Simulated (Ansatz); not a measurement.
Y2N (anti-CdI2 type, space group No. 164) at seven volumes, plane-wave PAW PBE (Ansatz code), shape and atoms relaxed at each. One row is withheld.

```
V (Å³/atom)  P (GPa)
-----------  -------
19.346          8.27
19.984          5.10
20.622          2.37
21.260          0.00
21.898         -2.03
22.535             ?
23.173         -5.20
```

**Question.** Fit the shown pressures and predict the withheld one.

**Answer.** P = (3/2)B₀(x^(7/2) − x^(5/2))[1 + (3/4)(B′ − 4)(x − 1)] with x = (V₀/V)^(2/3). Least squares on the six rows gives V₀ = 21.262 Å³/atom, B₀ = 72.2 GPa, B′ = 4.10. At V = 22.535, x = 0.9620 and P = -3.73 GPa. The run itself gave -3.76 GPa.

Space group P-3m1 (anti-CdI2 type). The cell is a constructed one: a structure type filled with these elements; neither database checked (COD, Materials Project) lists it. Whether it is the stable phase at ambient conditions was not checked. Symmetry was held in the PBE relaxation; its stability against distortions is not shown here. No spin polarisation was allowed.

Potentials: the later of the program's two PAW sets.
